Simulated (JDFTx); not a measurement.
An input for JDFTx (a modified build) (amide, NH2 (SMILES [NH2-]), charge -1, multiplicity 1, vacuum; bohr, hartree) and the course of its log:

```
lattice \
  20.3145558397 0.0000000000 0.0000000000 \
  0.0000000000 18.4248297151 0.0000000000 \
  0.0000000000 0.0000000000 17.0075351216
coords-type Cartesian
ion N -0.0000129567 0.6329915191 0.0000000000 0
ion H -1.5332764152 -0.6329915191 0.0000000000 0
ion H 1.5332764152 -0.6329843872 0.0000000000 0
ion-species pseudo/n_pbe_v1.2.upf
ion-species pseudo/h_pbe_v1.4.upf
elec-cutoff 20 100
elec-ex-corr gga-PBE
symmetries none
coulomb-interaction Isolated
coulomb-truncation-embed 0 0 0
elec-n-bands 7
converge-empty-states yes
elec-initial-charge +1
electronic-scf nIterations 100 energyDiffThreshold 1e-8
dump-name s0.$VAR
dump End State Ecomponents EigStats BandEigs Forces ElecDensity IonicPositions
```

```
[one cycle in 5 is shown, and the last three; fluid-solver lines are left out]
SCF: Cycle:  0   Etot: -10.740493777746533   dEtot: +2.072e-01   |Residual|: 4.514e-01   |deigs|: 1.878e-01
SCF: Cycle:  5   Etot: -10.567094177184462   dEtot: -1.123e-02   |Residual|: 3.595e-01   |deigs|: 6.512e-03
SCF: Cycle: 10   Etot: -10.570931112348621   dEtot: +8.835e-04   |Residual|: 3.587e-01   |deigs|: 2.217e-04
SCF: Cycle: 15   Etot: -10.574825852821760   dEtot: -1.869e-03   |Residual|: 3.564e-01   |deigs|: 4.773e-04
SCF: Cycle: 20   Etot: -10.610239048894671   dEtot: +5.080e-01   |Residual|: 3.421e-01   |deigs|: 3.506e-03
SCF: Cycle: 25   Etot: -11.115146852044372   dEtot: -1.753e-03   |Residual|: 3.660e-02   |deigs|: 2.602e-03
SCF: Cycle: 30   Etot: -10.589231578313527   dEtot: +8.867e-03   |Residual|: 3.502e-01   |deigs|: 4.670e-04
SCF: Cycle: 35   Etot: -10.580617585227493   dEtot: +1.983e-02   |Residual|: 3.541e-01   |deigs|: 1.470e-03
SCF: Cycle: 40   Etot: -11.067324407855880   dEtot: -1.988e-02   |Residual|: 1.488e-01   |deigs|: 1.780e-02
SCF: Cycle: 45   Etot: -10.577613498696381   dEtot: +2.042e-03   |Residual|: 3.503e-01   |deigs|: 1.200e-03
SCF: Cycle: 50   Etot: -10.567119139599235   dEtot: -5.138e-04   |Residual|: 3.531e-01   |deigs|: 6.542e-04
SCF: Cycle: 55   Etot: -11.104371530222782   dEtot: -3.065e-03   |Residual|: 7.411e-02   |deigs|: 9.814e-03
SCF: Cycle: 60   Etot: -11.117052886420282   dEtot: -5.354e-01   |Residual|: 3.324e-02   |deigs|: 5.434e-03
SCF: Cycle: 65   Etot: -11.111297860240263   dEtot: -5.191e-01   |Residual|: 5.183e-02   |deigs|: 3.002e-03
SCF: Cycle: 70   Etot: -11.110490159628609   dEtot: -3.191e-04   |Residual|: 5.391e-02   |deigs|: 1.517e-03
SCF: Cycle: 75   Etot: -10.585185484285979   dEtot: +3.735e-01   |Residual|: 3.469e-01   |deigs|: 1.080e-03
SCF: Cycle: 80   Etot: -10.615866008530940   dEtot: +4.974e-01   |Residual|: 3.365e-01   |deigs|: 5.751e-04
SCF: Cycle: 85   Etot: -10.663362448173306   dEtot: +4.482e-01   |Residual|: 3.197e-01   |deigs|: 6.270e-04
SCF: Cycle: 90   Etot: -11.111680456058950   dEtot: +3.224e-04   |Residual|: 5.006e-02   |deigs|: 8.794e-04
SCF: Cycle: 95   Etot: -10.583712724923407   dEtot: +5.275e-01   |Residual|: 3.479e-01   |deigs|: 3.287e-03
SCF: Cycle: 97   Etot: -10.578709133697320   dEtot: +5.442e-03   |Residual|: 3.498e-01   |deigs|: 1.897e-03
SCF: Cycle: 98   Etot: -10.580679704576026   dEtot: -1.971e-03   |Residual|: 3.487e-01   |deigs|: 1.107e-03
SCF: Cycle: 99   Etot: -10.574276179692326   dEtot: +6.404e-03   |Residual|: 3.518e-01   |deigs|: 3.029e-03
SCF: None of the convergence criteria satisfied after 100 iterations.
IonicMinimize: Iter:   0  Etot: -10.574276179692326  |grad|_K:  0.000e+00
IonicMinimize: Converged (|grad|_K<1.000000e-04).
```

This run gave no converged result. The electronic loop ended without meeting its threshold, so the last energy, chemical potential and forces aren't results.
